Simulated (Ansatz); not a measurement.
## Stress against strain in Hf

```xyz
1
Lattice="-1.8050 1.8050 1.8050 1.8050 -1.8050 1.8050 1.8050 1.8050 -1.8050" Properties=species:S:1:pos:R:3 pbc="T T T"
Hf    0.0000    0.0000    0.0000
```

The geometry is COD entry 1522789, unchecked; take it as a test cell.

Spin–orbit coupling is left out, though it moves levels of the heavy atoms by tenths of an eV or more.

Computed with Ansatz 0.2.0, DFT, PBEsol, all-electron LAPW, scalar-relativistic.

The runs use a Γ-centred 16×16×16 k mesh, Fermi–Dirac smearing of 0.08 eV, basis error target 1 meV/atom, no spin polarisation.

The strain is applied along the Cartesian axes of the cell as listed (γ is the engineering shear, twice εxy = εyz = εzx). Fractional coordinates are held (clamped ions).

σ is the change of stress from the unstrained cell, which is at -8.89 GPa; tension is positive, so slopes are stress–strain coefficients at that pressure. In a metal the k mesh adds noise.

Only quantities that a quadratic follows smoothly over the whole series are listed; rougher ones are left out.

```
      γ  σxy (GPa)
-0.0200      -0.85
 0.0000       0.00
 0.0100       0.45
 0.0200       0.91
```

(1) Fit the series and read off the stiffness at zero strain.

(2) One run, at γ = -0.0100, is withheld. Predict its row.

## Answers

(1) Least-squares fits y = p0 + p1 x + p2 x² to the rows give σxy (GPa): p1 = 44, p2 = 73. So C44 (clamped ions) = 44 GPa.

(2) The fits give -0.43; the run gave -0.44.
